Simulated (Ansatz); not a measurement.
Input file for Ansatz (a quantum-chemistry and plane-wave program):

Ansatz 0.2 input:
```yaml
crystal:
  lattice:
    - [5.6880854361, 0.0, 0.0]
    - [-2.8440427181, 4.9260264866, 0.0]
    - [0.0, 0.0, 9.2968494156]
  atoms:
    - { symbol: Zr, position: [0.0, 0.0, 0.5] }
    - { symbol: Zr, position: [0.0, 0.0, 0.0] }
    - { symbol: Zr, position: [0.3333333333, 0.6666666667, 0.25] }
    - { symbol: Zr, position: [0.6666666667, 0.3333333333, 0.75] }
    - { symbol: Pt, position: [0.5, 0.5, 0.5] }
    - { symbol: Pt, position: [0.0, 0.5, 0.0] }
    - { symbol: Pt, position: [0.5, 0.0, 0.5] }
    - { symbol: Pt, position: [0.5, 0.5, 0.0] }
    - { symbol: Pt, position: [0.0, 0.5, 0.5] }
    - { symbol: Pt, position: [0.5, 0.0, 0.0] }
    - { symbol: Pt, position: [0.8298192045, 0.6596384089, 0.25] }
    - { symbol: Pt, position: [0.1701807955, 0.3403615911, 0.75] }
    - { symbol: Pt, position: [0.1701807955, 0.8298192045, 0.75] }
    - { symbol: Pt, position: [0.8298192045, 0.1701807955, 0.25] }
    - { symbol: Pt, position: [0.3403615911, 0.1701807955, 0.25] }
    - { symbol: Pt, position: [0.6596384089, 0.8298192045, 0.75] }
kpoints:
  mp_grid: { grid: [12, 12, 7] }
hamiltonian:
  xc: r2scan
  pseudopotentials: { kind: paw }
scf:
  occupations: { method: fermi_dirac, width: 0.1 }
elastic: { mode: relaxed_ion, stencil: two_point, amplitude: 0.005, f_tol: 0.0005 }
```

Output (shortened):

```
Pseudopotential: Zr, paw, valence charge 12
Pseudopotential: Pt, paw, valence charge 18
Functional definition: r2SCAN
Crystal: 16 atoms, lattice volume = 260.495 Å³
Basis set: ecut = 500 eV, 6627 PW (Γ), exchange–correlation on 180×180×288 points (64 copies of the dense FFT grid, shifted against one another)
Bands: 159, of which v1, the nominal top of the filled ones, is band 132 counted from 1 (131 counted from 0)
Symmetry: 24 space group operations
Space group: P63/mmc (ITA 194), of the structure as read, at distance tolerance 6.4e-5 Å
k-points: 76 of 1008
SCF 1 converged in 14 iterations: F = -167239.527327 eV  dr2 = 3.99e-14
relax step   1: F+E_penalty+E_count = -167239.52732735 eV  Δ(F+E_penalty+E_count) = +0.000e0 eV  max|allowed force component| = 1.559e-2 eV/Å  Δτ_max = 0.0000 Å  (14 SCF iters, accepted)
Crystal: 16 atoms, lattice volume = 260.495 Å³
SCF 2 converged in 14 iterations: F = -167239.527277 eV  dr2 = 2.64e-14
relax step   2: F+E_penalty+E_count = -167239.52727723 eV  Δ(F+E_penalty+E_count) = +5.012e-5 eV  max|allowed force component| = 2.408e-2 eV/Å  Δτ_max = 0.0020 Å  (14 SCF iters, rejected (line search))
Crystal: 16 atoms, lattice volume = 260.495 Å³
SCF 3 converged in 12 iterations: F = -167239.527363 eV  dr2 = 1.69e-14
relax step   3: F+E_penalty+E_count = -167239.52736340 eV  Δ(F+E_penalty+E_count) = -3.605e-5 eV  max|allowed force component| = 1.527e-5 eV/Å  Δτ_max = 0.0008 Å  (12 SCF iters, accepted)
Crystal: 16 atoms, lattice volume = 260.495 Å³
SCF 4 converged in 10 iterations: F = -167239.527363 eV  dr2 = 9.51e-15
Crystal: 16 atoms, lattice volume = 260.495 Å³
SCF 5 converged in 2 iterations: F = -167239.527363 eV  dr2 = 4.81e-15
the run's memory leaves no room for the unstrained crystal's orbitals beside the elastic batch's strained cells …
Crystal: 16 atoms, lattice volume = 259.192 Å³
Basis set: ecut = 500 eV, 6603 PW (Γ), exchange–correlation on 180×180×288 points (64 copies of the dense FFT grid, shifted against one another)
Symmetry: 8 space group operations
k-points: 172 of 1008
SCF 6 converged in 15 iterations: F = -167239.519564 eV  dr2 = 6.11e-14
relax step   1: F+E_penalty+E_count = -167239.51956372 eV  Δ(F+E_penalty+E_count) = +0.000e0 eV  max|allowed force component| = 1.540e-2 eV/Å  Δτ_max = 0.0000 Å  (15 SCF iters, accepted)
Crystal: 16 atoms, lattice volume = 259.192 Å³
SCF 7 converged in 13 iterations: F = -167239.519644 eV  dr2 = 2.12e-14
relax step   2: F+E_penalty+E_count = -167239.51964427 eV  Δ(F+E_penalty+E_count) = -8.055e-5 eV  max|allowed force component| = 7.763e-3 eV/Å  Δτ_max = 0.0040 Å  (13 SCF iters, accepted)
Crystal: 16 atoms, lattice volume = 259.192 Å³
SCF 8 converged in 11 iterations: F = -167239.519661 eV  dr2 = 7.39e-14
relax step   3: F+E_penalty+E_count = -167239.51966149 eV  Δ(F+E_penalty+E_count) = -1.722e-5 eV  max|allowed force component| = 3.142e-4 eV/Å  Δτ_max = 0.0014 Å  (11 SCF iters, accepted)
Crystal: 16 atoms, lattice volume = 259.192 Å³
SCF 9 converged in 2 iterations: F = -167239.519661 eV  dr2 = 1.79e-14
Crystal: 16 atoms, lattice volume = 261.797 Å³
Basis set: ecut = 500 eV, 6655 PW (Γ), exchange–correlation on 180×180×288 points (64 copies of the dense FFT grid, shifted against one another)
SCF 10 converged in 15 iterations: F = -167239.518955 eV  dr2 = 1.40e-14
relax step   1: F+E_penalty+E_count = -167239.51895456 eV  Δ(F+E_penalty+E_count) = +0.000e0 eV  max|allowed force component| = 1.440e-2 eV/Å  Δτ_max = 0.0000 Å  (15 SCF iters, accepted)
Crystal: 16 atoms, lattice volume = 261.797 Å³
SCF 11 converged in 12 iterations: F = -167239.519048 eV  dr2 = 6.96e-14
relax step   2: F+E_penalty+E_count = -167239.51904757 eV  Δ(F+E_penalty+E_count) = -9.301e-5 eV  max|allowed force component| = 1.608e-3 eV/Å  Δτ_max = 0.0026 Å  (12 SCF iters, accepted)
Crystal: 16 atoms, lattice volume = 261.797 Å³
SCF 12 converged in 10 iterations: F = -167239.519048 eV  dr2 = 2.00e-14
relax step   3: F+E_penalty+E_count = -167239.51904799 eV  Δ(F+E_penalty+E_count) = -4.176e-7 eV  max|allowed force component| = 1.601e-4 eV/Å  Δτ_max = 0.0001 Å  (10 SCF iters, accepted)
Crystal: 16 atoms, lattice volume = 261.797 Å³
SCF 13 converged in 2 iterations: F = -167239.519048 eV  dr2 = 7.59e-15
Crystal: 16 atoms, lattice volume = 259.192 Å³
SCF 14 converged in 13 iterations: F = -167239.517278 eV  dr2 = 1.00e-14
relax step   1: F+E_penalty+E_count = -167239.51727833 eV  Δ(F+E_penalty+E_count) = +0.000e0 eV  max|allowed force component| = 3.036e-3 eV/Å  Δτ_max = 0.0000 Å  (13 SCF iters, accepted)
Crystal: 16 atoms, lattice volume = 259.192 Å³
SCF 15 converged in 10 iterations: F = -167239.517280 eV  dr2 = 3.96e-14
relax step   2: F+E_penalty+E_count = -167239.51727969 eV  Δ(F+E_penalty+E_count) = -1.356e-6 eV  max|allowed force component| = 2.277e-5 eV/Å  Δτ_max = 0.0002 Å  (10 SCF iters, accepted)
Crystal: 16 atoms, lattice volume = 259.192 Å³
SCF 16 converged in 2 iterations: F = -167239.517280 eV  dr2 = 2.13e-14
Crystal: 16 atoms, lattice volume = 261.797 Å³
Basis set: ecut = 500 eV, 6665 PW (Γ), exchange–correlation on 180×180×288 points (64 copies of the dense FFT grid, shifted against one another)
SCF 17 converged in 13 iterations: F = -167239.521002 eV  dr2 = 1.33e-14
relax step   1: F+E_penalty+E_count = -167239.52100189 eV  Δ(F+E_penalty+E_count) = +0.000e0 eV  max|allowed force component| = 3.493e-3 eV/Å  Δτ_max = 0.0000 Å  (13 SCF iters, accepted)
Crystal: 16 atoms, lattice volume = 261.797 Å³
SCF 18 converged in 10 iterations: F = -167239.521004 eV  dr2 = 5.42e-14
relax step   2: F+E_penalty+E_count = -167239.52100371 eV  Δ(F+E_penalty+E_count) = -1.824e-6 eV  max|allowed force component| = 5.651e-5 eV/Å  Δτ_max = 0.0002 Å  (10 SCF iters, accepted)
Crystal: 16 atoms, lattice volume = 261.797 Å³
SCF 19 converged in 2 iterations: F = -167239.521004 eV  dr2 = 2.66e-14
Crystal: 16 atoms, lattice volume = 260.493 Å³
Basis set: ecut = 500 eV, 6641 PW (Γ), exchange–correlation on 180×180×288 points (64 copies of the dense FFT grid, shifted against one another)
Symmetry: 4 space group operations
k-points: 277 of 1008
SCF 20 converged in 14 iterations: F = -167239.525461 eV  dr2 = 2.21e-14
relax step   1: F+E_penalty+E_count = -167239.52546080 eV  Δ(F+E_penalty+E_count) = +0.000e0 eV  max|allowed force component| = 6.671e-3 eV/Å  Δτ_max = 0.0000 Å  (14 SCF iters, accepted)
Crystal: 16 atoms, lattice volume = 260.493 Å³
SCF 21 converged in 12 iterations: F = -167239.525467 eV  dr2 = 1.67e-14
relax step   2: F+E_penalty+E_count = -167239.52546721 eV  Δ(F+E_penalty+E_count) = -6.411e-6 eV  max|allowed force component| = 2.606e-4 eV/Å  Δτ_max = 0.0007 Å  (12 SCF iters, accepted)
Crystal: 16 atoms, lattice volume = 260.493 Å³
SCF 22 converged in 2 iterations: F = -167239.525467 eV  dr2 = 6.92e-15
Crystal: 16 atoms, lattice volume = 260.493 Å³
SCF 23 converged in 14 iterations: F = -167239.525461 eV  dr2 = 2.19e-14
relax step   1: F+E_penalty+E_count = -167239.52546080 eV  Δ(F+E_penalty+E_count) = +0.000e0 eV  max|allowed force component| = 6.671e-3 eV/Å  Δτ_max = 0.0000 Å  (14 SCF iters, accepted)
Crystal: 16 atoms, lattice volume = 260.493 Å³
SCF 24 converged in 12 iterations: F = -167239.525467 eV  dr2 = 3.51e-14
relax step   2: F+E_penalty+E_count = -167239.52546713 eV  Δ(F+E_penalty+E_count) = -6.330e-6 eV  max|allowed force component| = 5.023e-4 eV/Å  Δτ_max = 0.0007 Å  (12 SCF iters, accepted)
Crystal: 16 atoms, lattice volume = 260.493 Å³
SCF 25 converged in 10 iterations: F = -167239.525467 eV  dr2 = 4.58e-15
relax step   3: F+E_penalty+E_count = -167239.52546723 eV  Δ(F+E_penalty+E_count) = -1.027e-7 eV  max|allowed force component| = 1.481e-4 eV/Å  Δτ_max = 0.0001 Å  (10 SCF iters, accepted)
Crystal: 16 atoms, lattice volume = 260.493 Å³
SCF 26 converged in 2 iterations: F = -167239.525467 eV  dr2 = 1.33e-15
SCF converged after 2 iterations
Stability not checked: this state was not tested for a lower state beside it, because too few of the mixer's solves of this state at the end of the SCF gave a …
Free energy (F): -167239.527363 eV
Harris-Foulkes:  -167239.527363 eV  (|F-HF|=0.00e0)
Internal energy: -167239.445793 eV  (E = F + TS)
E sigma→0 (E₀):  -167239.486578 eV
Entropy (-TS):   -0.081570 eV (-5.098 meV/atom)
Fermi energy:    21.514124 eV
--- Per-component energies (eV) ---
  E_band       = -2294.812512
  E_kinetic    = 9001.260089
  E_local      = -21568.771233  (includes V_loc(G=0)·N_el)
  E_nonlocal   = 2723.304405
  E_hartree    = 8027.031872
  E_xc         = -3640.201063
  E_vxc        = -4921.172308  (∫ρ·V_xc dr)
  E_paw        = -125639.499381  (= ΣΔE_a)
  E_vpaw       = -3895.567922  (= ΣTr[D̂ρ^β])
  E_aug_tail   = 0.001895  (compensation charges beyond the density's cutoff)
  E_vtau       = 312.068819  (kinetic-family band-sum trace: ∫τ·v_τ [+ j·A + Jᵃ·Aᵃ] dr)
  E_ewald      = -36139.135478
  E_core_change = -3.436900  (= ΣΔE_core)
  E_smearing   = -0.081570  (= −TS)
  E_closure    = 0.000000  (closes the sum)
  Σ components = -167239.527363   (vs F -167239.527363, Δ=0.00e0)
--- Forces (eV/Å), atoms counted from 1 ---
  atom   1  Zr     0.00000000     0.00000000     0.00000000
  atom   2  Zr     0.00000000     0.00000000     0.00000000
  atom   3  Zr     0.00000000     0.00000000     0.00000000
  atom   4  Zr     0.00000000     0.00000000     0.00000000
  atom   5  Pt     0.00000000     0.00000000     0.00000000
  atom   6  Pt     0.00000000     0.00000000     0.00000000
  atom   7  Pt     0.00000000     0.00000000     0.00000000
  atom   8  Pt     0.00000000     0.00000000     0.00000000
  atom   9  Pt     0.00000000     0.00000000     0.00000000
  atom  10  Pt     0.00000000     0.00000000     0.00000000
  atom  11  Pt     0.00000000    -0.00001523     0.00000000
  atom  12  Pt     0.00000000     0.00001523     0.00000000
  atom  13  Pt     0.00001319    -0.00000761     0.00000000
  atom  14  Pt    -0.00001319     0.00000761     0.00000000
  atom  15  Pt     0.00001319     0.00000761     0.00000000
  atom  16  Pt    -0.00001319    -0.00000761     0.00000000
  max |Σ_I F_I| component: 7.52e-18 eV/Å
--- Stress (GPa, compression-positive) ---
       -0.055954       0.000000       0.000000
        0.000000      -0.055954       0.000000
        0.000000       0.000000       0.213314
  P = ⅓ Tr σ = 0.0338 GPa (0.338 kbar)
--- Band table (eV; the first three rows and the last of 76) ---
  k-point 0: bands = ["-79.2511", "-79.2436", "-79.2398", "-79.2330", "-79.2330", "-79.2323", "-79.2298", "-79.2298", "-79.2265", "-79.2265", "-79.2233", "-79.2233", "-33.0366", "-33.0293", "-33.0200", "-33.0200", "-33.0132", "-33.0030", "-32.9992", …
  k-point 1: bands = ["-79.2509", "-79.2445", "-79.2389", "-79.2329", "-79.2329", "-79.2325", "-79.2301", "-79.2301", "-79.2262", "-79.2262", "-79.2234", "-79.2234", "-33.0363", "-33.0299", "-33.0182", "-33.0182", "-33.0132", "-33.0076", "-32.9910", …
  k-point 2: bands = ["-79.2502", "-79.2462", "-79.2373", "-79.2332", "-79.2326", "-79.2326", "-79.2307", "-79.2307", "-79.2256", "-79.2256", "-79.2237", "-79.2237", "-33.0356", "-33.0313", "-33.0132", "-33.0129", "-33.0129", "-33.0109", "-32.9831", …
  k-point 75: bands = ["-79.2430", "-79.2430", "-79.2360", "-79.2356", "-79.2351", "-79.2351", "-79.2291", "-79.2291", "-79.2276", "-79.2276", "-79.2256", "-79.2252", "-33.0054", "-33.0054", "-32.9829", "-32.9754", "-32.9571", "-32.9571", "-32.9448", …
--- Elastic constants: 3 strain directions × 2 members + reference (group order 24) ---
  dense FFT box of the reference and of every strained cell: 45×45×72
  strains applied: 11, 33, 23; error gains …
  reference relaxed by the batch: 3 steps …
  largest displacement 7.7e-4 Å; the constants are those of the deck's cell at these positions:
  atoms:
    - { symbol: Zr, position: [0.0, 0.0, 0.5] }
    - { symbol: Zr, position: [0.0, 0.0, 0.0] }
    - { symbol: Zr, position: [0.3333333333333333, 0.6666666666666667, 0.25] }
    - { symbol: Zr, position: [0.6666666666666667, 0.3333333333333333, 0.75] }
    - { symbol: Pt, position: [0.5, 0.5, 0.5] }
    - { symbol: Pt, position: [0.0, 0.5, 0.0] }
    - { symbol: Pt, position: [0.5, 0.0, 0.5] }
    - { symbol: Pt, position: [0.5, 0.5, 0.0] }
    - { symbol: Pt, position: [0.0, 0.5, 0.5] }
    - { symbol: Pt, position: [0.5, 0.0, 0.0] }
    - { symbol: Pt, position: [0.8298975087268814, 0.6597950174537628, 0.25] }
    - { symbol: Pt, position: [0.17010249127311863, 0.34020498254623727, 0.75] }
    - { symbol: Pt, position: [0.1701024912731186, 0.8298975087268815, 0.75] }
    - { symbol: Pt, position: [0.8298975087268814, 0.17010249127311863, 0.25] }
    - { symbol: Pt, position: [0.34020498254623727, 0.1701024912731186, 0.25] }
    - { symbol: Pt, position: [0.6597950174537627, 0.8298975087268813, 0.75] }
  C = ∂σ_k/∂η_j (tension-positive GPa; Voigt order 11 22 33 23 13 12):
       394.135    168.369    157.258      0.000      0.000      0.000
       168.369    394.135    157.258      0.000      0.000      0.000
       157.494    157.494    405.049      0.000      0.000      0.000
         0.000      0.000      0.000     94.002      0.000      0.000
         0.000      0.000      0.000      0.000     94.002      0.000
         0.000      0.000      0.000      0.000      0.000    112.883
  reference stress σ⁰ (GPa):      0.056      0.056     -0.213      0.000      0.000      0.000
  moduli (Voigt/Reuss/Hill, GPa): K = 239.95/239.95/239.95   G = 107.52/106.23/106.88   E = 279.18   ν = 0.306
  mechanically stable: yes (min eigenvalue of sym C = 94.00 GPa)
  strain η (Voigt 11):  stress-route row diagonal C_11 = 394.13 GPa, energy-path curvature d²(F+E_count+ΔE)/dδ²/Ω₀ = 394.06 GPa
         δ    σ_11 (GPa)             F (eV)   n_scf  n_hpsi   n_pw
    -5.000e-3      -1.9692     -167239.5196615       2  198709   6615   relax 3 steps, max|allowed force component| 3.14e-4 eV/Å
     5.000e-3       1.9722     -167239.5190480       2  198686   6687   relax 3 steps, max|allowed force component| 1.60e-4 eV/Å
  strain η (Voigt 33):  stress-route row diagonal C_33 = 405.05 GPa, energy-path curvature d²(F+E_count+ΔE)/dδ²/Ω₀ = 405.03 GPa
         δ    σ_33 (GPa)             F (eV)   n_scf  n_hpsi   n_pw
    -5.000e-3      -2.2840     -167239.5172797       2   87713   6627   relax 2 steps, max|allowed force component| 2.28e-5 eV/Å
     5.000e-3       1.7665     -167239.5210037       2   87718   6685   relax 2 steps, max|allowed force component| 5.65e-5 eV/Å
  strain η (Voigt 23):  stress-route row diagonal C_44 = 94.00 GPa, energy-path curvature d²(F+E_count+ΔE)/dδ²/Ω₀ = 94.07 GPa
         δ    σ_23 (GPa)             F (eV)   n_scf  n_hpsi   n_pw
    -5.000e-3      -0.4700     -167239.5254672       2  319812   6651   relax 2 steps, max|allowed force component| 2.61e-4 eV/Å
     5.000e-3       0.4700     -167239.5254672       2  319825   6651   relax 3 steps, max|allowed force component| 1.48e-4 eV/Å
```

Cost: around 4 core-hours (rough) on shared cores.

Space group P6_3/mmc. The first step of the workflow began from a Materials Project structure, measured or hypothetical; the Crystallography Open Database copy checked does not list it. COD files the formula under space group No. 221. Whether it is the stable phase at ambient conditions was not checked. The r²SCAN relaxation kept the symmetry of its start; its stability against distortions is not shown here. No spin polarisation was allowed. As this level gives no gap, shear constants depend on the k-mesh and smearing (Fermi–Dirac, 0.1 eV here). Axis ratios of metals converge slowly with the k-mesh, so a and c are less sure than the volume. Spin–orbit coupling is left out wherever it is not named.

Potentials: the later of the program's two PAW sets.

Ansatz is a plane-wave DFT program.
